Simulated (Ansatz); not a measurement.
MgTiNO:
Space group P4/nmm, origin choice 1 (No. 129); a = b = 2.9784 Å, c = 8.7227 Å, α = β = γ = 90.00°

```
atom  site  symmetry       x       y       z
----  ----  --------  ------  ------  ------
Ti      2c       4mm  0.0000  0.5000  0.1147
N       2c       4mm  0.5000  0.0000  0.1264
Mg      2c       4mm  0.5000  0.0000  0.3765
O       2c       4mm  0.0000  0.5000  0.3775
```

Relaxed at zero pressure with PBE (plane waves, PAW; program Ansatz).

Q: The volume is lowered by 9 % and shape and atoms relax at that volume. What pressure results, and how do the axes share the change?

A: 22.7 GPa; a -2.7 %, b -2.7 %, c -3.9 %; the energy rises by 56 meV/atom.

Q: Give the new structure.

A: 
Space group P4/nmm, origin choice 1 (No. 129); a = 2.8982 Å, b = 2.8982 Å, c = 8.3827 Å, α = 90.00°, β = 90.00°, γ = 90.00°

```csv
atom,site,symmetry,x,y,z
Ti,2c,4mm,0.0000,0.5000,0.1174
N,2c,4mm,0.5000,0.0000,0.1296
Mg,2c,4mm,0.5000,0.0000,0.3777
O,2c,4mm,0.0000,0.5000,0.3786
```

The phase is kept; no other phase was compared at this pressure.

The start of the workflow was typed in or built on a structure type; neither database checked (COD, Materials Project) lists it. Its standing as an ambient phase is unchecked. The PBE relaxation kept the symmetry of its start; its stability against distortions is not shown here. The workflow began spin-polarised and lost its moments.

Potentials: the earlier of the program's two PAW sets.
